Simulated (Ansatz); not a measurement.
InP:
Space group P6₃/mmc (No. 194); a = b = 3.8842 Å, c = 6.6139 Å, α = β = 90.00°, γ = 120.00°

```json
[
 {"atom": "In", "site": "2a", "symmetry": "-3m.", "x": "0.0000", "y": "0.0000", "z": "0.0000"},
 {"atom": "P", "site": "2c", "symmetry": "-6m2", "x": "0.3333", "y": "0.6667", "z": "0.2500"}
]
```

Relaxed at zero pressure with DFT-PBE in the program Ansatz with PAW potentials.

### Question
The volume is lowered by 6 % and shape and atoms relax at that volume. What pressure results, and how do the axes share the change?

### Answer
5.1 GPa; a -2.3 %, b -2.3 %, c -1.6 %; the energy rises by 19 meV/atom.

### Question
Give the new structure.

### Answer

Space group P6₃/mmc (No. 194); a = b = 3.7962 Å, c = 6.5086 Å, α = β = 90.00°, γ = 120.00°

```
atom  site  symmetry       x       y       z
----  ----  --------  ------  ------  ------
In      2a      -3m.  0.0000  0.0000  0.0000
P       2c      -6m2  0.3333  0.6667  0.2500
```

The phase is kept; no other phase was compared at this pressure.

Space group P6_3/mmc (NiAs type). The start of the workflow was typed in or built on a structure type; neither database checked (COD, Materials Project) lists it. It is not the phase usual at ambient conditions (space group No. 216). Symmetry was held in the PBE relaxation; its stability against distortions is not shown here.

Potentials: the earlier of the program's two PAW sets.
